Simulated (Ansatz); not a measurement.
# Na2CoF6 in Ansatz, single run

Input:

```yaml
crystal:
  lattice:
    - [0.0, 3.809638, 3.809638]
    - [3.809638, 0.0, 3.809638]
    - [3.809638, 3.809638, 0.0]
  atoms:
    - { symbol: F, position: [0.805, 0.195, 0.195] }
    - { symbol: F, position: [0.195, 0.805, 0.195] }
    - { symbol: F, position: [0.195, 0.805, 0.805] }
    - { symbol: F, position: [0.805, 0.195, 0.805] }
    - { symbol: F, position: [0.195, 0.195, 0.805] }
    - { symbol: F, position: [0.805, 0.805, 0.195] }
    - { symbol: Na, position: [0.25, 0.25, 0.25] }
    - { symbol: Na, position: [0.75, 0.75, 0.75] }
    - { symbol: Co, position: [0.0, 0.0, 0.0] }
  symmetry: { tolerance: 0.0003 }
kpoints:
  mp_grid: { grid: [4, 4, 4], shift: [0, 0, 0] }
magnetization:
  spin_polarized: false
scf:
  occupations: { method: gaussian, width: 0.0176 }
hamiltonian:
  pseudopotentials: { kind: paw }
  xc: r2scan
basis:
  ecutwfc: 500
output:
  forces: true
  stress: true
  eigenvalues: true
  write_density: true
  write_potential: true
  elf: true
  volumetric_format: npy
accuracy: high
```

Run with:

```bash
ansatz run input.yaml --threads 1 --pin off --max-ram 2560MiB --backend cpu --events-out ev --progress --plain --runs-dir out
```

Origin of the cell: a known structure type with other elements, at an estimated volume, so it need not be a known compound.

Output (shortened):

```
Pseudopotentials: kind: paw
Pseudopotential: F, paw, valence charge 7, recommended cutoff 500 eV (meta_gga), F.paw.azcp
Pseudopotential: Na, paw, valence charge 9, recommended cutoff 500 eV (meta_gga), Na.paw.azcp
Pseudopotential: Co, paw, valence charge 17, recommended cutoff 500 eV (meta_gga), Co.paw.azcp
Functional definition: r2SCAN
  exchange = r2scan_x(k0 = k0, k1 = k1, a1 = a1)
  correlation = r2scan_c
Crystal: 9 atoms, lattice volume = 110.581 Å³
Basis set: ecut = 500 eV, 2741 PW (Γ), exchange–correlation on 225×225×225 points (125 copies of the dense FFT grid, shifted against one another)
Bands: 48, of which v1, the nominal top of the filled ones, is band 39 counted from 1 (38 counted from 0)
Symmetry: 48 space group operations
[… 11 lines left out …]
Initial density: superposition of atomic densities (neutral atoms: chi_scale 0, normalization atom), corrected by the library's trained network
Functional: x = r2scan, c = r2scan; τ floored in thin density (d = 2e-4 eV/Å³)
SCF iter   1: F=—  HF=-12959.235954 eV  Δρ=2.76e-2  dr2=5.23e-1  dr2_τ=7.72e-1
SCF iter   2: F=—  HF=-12959.420778 eV  Δρ=2.16e-2  dr2=4.55e-1  dr2_τ=2.83e-2  defer=28
SCF iter   3: F=—  HF=-12959.420916 eV  Δρ=2.37e-2  dr2=4.75e-1  dr2_τ=3.16e-2  defer=28
SCF iter   4: F=—  HF=-12959.420857 eV  Δρ=2.41e-2  dr2=4.72e-1  dr2_τ=3.53e-2  defer=28
SCF iter   5: F=—  HF=-12959.388410 eV  Δρ=1.69e-2  dr2=2.71e-1  dr2_τ=9.46e-3  defer=28
SCF iter   6: F=—  HF=-12959.339781 eV  Δρ=5.97e-3  dr2=4.24e-2  dr2_τ=1.82e-3  defer=28
SCF iter   7: F=—  HF=-12959.333349 eV  Δρ=1.39e-3  dr2=2.87e-3  dr2_τ=1.82e-4  defer=28
SCF iter   8: F=—  HF=-12959.333671 eV  Δρ=1.06e-3  dr2=9.07e-4  dr2_τ=2.39e-5  defer=28
SCF iter   9: F=—  HF=-12959.333583 eV  Δρ=6.57e-5  dr2=3.81e-6  dr2_τ=8.23e-7  defer=28
SCF iter  10: F=—  HF=-12959.333694 eV  Δρ=1.70e-5  dr2=2.23e-7  dr2_τ=1.61e-8  defer=28
SCF iter  11: F=-12959.333694 eV  HF=-12959.333694 eV  Δρ=2.13e-6  dr2=5.29e-9  dr2_τ=5.20e-10
SCF iter  12: F=—  HF=-12959.333694 eV  Δρ=1.14e-6  dr2=8.32e-10  dr2_τ=6.07e-11
SCF iter  13: F=—  HF=-12959.333694 eV  Δρ=3.80e-7  dr2=9.72e-11  dr2_τ=3.74e-12
SCF iter  14: F=-12959.333694 eV  HF=-12959.333694 eV  Δρ=1.78e-7  dr2=2.28e-11  dr2_τ=1.18e-12
SCF 1 converged in 14 iterations: F = -12959.333694 eV  dr2 = 2.28e-11
SCF converged after 14 iterations
Free energy (F): -12959.333694 eV
Harris-Foulkes:  -12959.333694 eV  (|F-HF|=1.64e-11)
Internal energy: -12959.329952 eV  (E = F + TS)
E sigma→0 (E₀):  -12959.331823 eV
Entropy (-TS):   -0.003742 eV (-0.416 meV/atom)
Fermi energy:    3.930716 eV
--- Per-component energies (eV) ---
  E_band       = -1283.722489
  E_kinetic    = 1991.233346
  E_local      = -13432.695195  (includes V_loc(G=0)·N_el)
  E_nonlocal   = 1144.903637
  E_hartree    = 5513.769196
  E_xc         = -715.540158
  E_vxc        = -1050.613433  (∫ρ·V_xc dr)
  E_paw        = -3287.000123  (= ΣΔE_a)
  E_vpaw       = -1040.466762  (= ΣTr[D̂ρ^β])
  E_aug_tail   = 0.006542  (compensation charges beyond the density's cutoff)
  E_vtau       = 76.370667  (kinetic-family band-sum trace: ∫τ·v_τ [+ j·A + Jᵃ·Aᵃ] dr)
  E_ewald      = -4173.471106
  E_core_change = -0.536090  (= ΣΔE_core)
  E_smearing   = -0.003742  (= −TS)
  Σ components = -12959.333694   (vs F -12959.333694, Δ=0.00e0)
--- Forces (eV/Å), atoms counted from 1 ---
  atom   1  F     17.952050     0.000000     0.000000
  atom   2  F     -0.000000    17.952050    -0.000000
  atom   3  F    -17.952050    -0.000000     0.000000
  atom   4  F      0.000000   -17.952050    -0.000000
  atom   5  F      0.000000     0.000000    17.952050
  atom   6  F      0.000000    -0.000000   -17.952050
  atom   7  Na    -0.000000    -0.000000     0.000000
  atom   8  Na    -0.000000     0.000000     0.000000
  atom   9  Co     0.000000    -0.000000     0.000000
  max |Σ_I F_I| component: 2.49e-14 eV/Å
--- Stress (GPa, compression-positive) ---
       73.018974       0.000000      -0.000000
        0.000000      73.018974       0.000000
        0.000000       0.000000      73.018974
  P = ⅓ Tr σ = 73.0190 GPa (730.190 kbar)
```

Caveats: no spin polarisation, so a magnetic state may lie lower; the given cell is far from equilibrium, with atoms too close or a volume far off; the k mesh is coarse if the cell is a metal.

Time: 30 s on 1 thread of Arm Neoverse V1, with other jobs on the host, peak memory 1.1 GiB, from the program's own first density.
